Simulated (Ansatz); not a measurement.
All numbers below come from DFT PBE, scalar-relativistic, plane waves, PAW (Ansatz). Settings: cutoff 420 eV, Γ-centred meshes spaced at most about 0.3 Å⁻¹ (2π included), Gaussian smearing. No spin polarisation in the final relaxations.

These are static total energies at zero pressure.

Two relaxed structures of Sn3GeO4:

A. Space group Cm (No. 8), monoclinic, a = 5.433 Å, b = 5.417 Å, c = 9.876 Å, β = 90.6°. Sn on its first site is surrounded by 4 O at 2.25 Å; around Sn on its second site lie 4 O at 2.23–2.26 Å; Sn on its third site is surrounded by 4 O at 2.25 Å; around Ge lie 2 O at 1.97 Å and 2 O at 2.38 Å; O on its first site is surrounded by 1 Ge at 1.97 Å, 2 Sn at 2.23–2.26 Å and 1 Ge at 2.38 Å; 1 more site not described.

B. Space group Cm (No. 8), monoclinic, a = 7.933 Å, b = 7.426 Å, c = 6.436 Å, β = 127.4°. Around Sn on a site of symmetry m lie 2 O at 2.10–2.18 Å and 2 O at 2.46 Å; Sn on a site of symmetry 1 has 1 O at 2.13 Å and 3 O at 2.28–2.35 Å; around Ge lie 3 O at 1.94–2.01 Å; O on a site of symmetry 1 has 1 Ge at 1.94 Å and 3 Sn at 2.28–2.46 Å; around O on a site of symmetry m lie 3 Sn at 2.10–2.13 Å; 1 more site not described.

Task: Which would you expect to be lower, and how large is the difference?

Result: B is lower, by 13 meV/atom. A has space group Cm (No. 8), 18.2 Å³/atom and a gap of 0.88 eV on its mesh; B has space group Cm (No. 8), 18.8 Å³/atom and a gap of 0.52 eV. Counting O atoms around Ge and Sn (those within 1.25 times the shortest such distance or 1.15 times the sum of covalent radii, 1.27 where that leaves under three; a plus sign parts nearer from farther groups; a slash parts the counts of unlike sites), A has Sn 4, Ge 2+2 and B has Sn 2+2/4, Ge 3. Both come from invented guesses.

Weakly bound directions are ill-defined at this level, which has no dispersion term (Cm at 18.2 Å³/atom, Cm at 18.8 Å³/atom), and this can change margins and order among such cells. Kohn–Sham gaps at this level usually fall short of measured ones.
